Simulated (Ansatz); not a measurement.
ScOF:
```cif
data_F4O4Sc4
_chemical_formula_sum 'Sc4 F4 O4'
_space_group_name_H-M_alt 'P 1'
_space_group_IT_number 1
_cell_length_a 5.19441
_cell_length_b 5.03953
_cell_length_c 5.13983
_cell_angle_alpha 90.000
_cell_angle_beta 90.000
_cell_angle_gamma 90.000
loop_
_space_group_symop_operation_xyz
  'x, y, z'
loop_
_atom_site_label
_atom_site_type_symbol
_atom_site_fract_x
_atom_site_fract_y
_atom_site_fract_z
_atom_site_occupancy
Sc1 Sc 0.02442 0.30443 0.24196 1
Sc2 Sc 0.97558 0.69557 0.74196 1
Sc3 Sc 0.52442 0.69557 0.24196 1
Sc4 Sc 0.47558 0.30443 0.74196 1
F1 F 0.36749 0.06272 0.12643 1
F2 F 0.63251 0.93728 0.62643 1
F3 F 0.86749 0.93728 0.12643 1
F4 F 0.13251 0.06272 0.62643 1
O1 O 0.24397 0.53587 0.98761 1
O2 O 0.75603 0.46413 0.48761 1
O3 O 0.74397 0.46413 0.98761 1
O4 O 0.25603 0.53587 0.48761 1
```

Relaxed with r²SCAN.

**Question.** Tabulate the valence density and the electron localisation function along the shortest Sc–O contact (2.05 Å), DFT-r²SCAN in the program Ansatz with PAW potentials.

**Answer.** 

```csv
distance from Sc (Å),density (e/Å³),ELF
0.20,8.12,0.14
0.31,7.20,0.34
0.41,5.89,0.54
0.51,4.35,0.66
0.61,2.89,0.68
0.72,1.73,0.59
0.82,1.00,0.39
0.92,0.66,0.22
1.02,0.57,0.20
1.13,0.65,0.36
1.23,0.87,0.64
1.33,1.26,0.79
1.43,1.93,0.83
1.53,2.97,0.81
1.64,4.38,0.75
1.74,5.95,0.62
1.84,7.37,0.44
```

The density is the valence pseudo-density with augmentation charge, so density and ELF within about 1 Å of a nucleus are not all-electron values.

Space group Pca2_1. The start of the workflow was typed in or built on a structure type; neither database checked (COD, Materials Project) lists it. Whether it is the stable phase at ambient conditions was not checked. The r²SCAN relaxation kept the symmetry of its start; whether a distortion lowers the energy is not shown. No spin polarisation was allowed.

Potentials: the earlier of the program's two PAW sets.
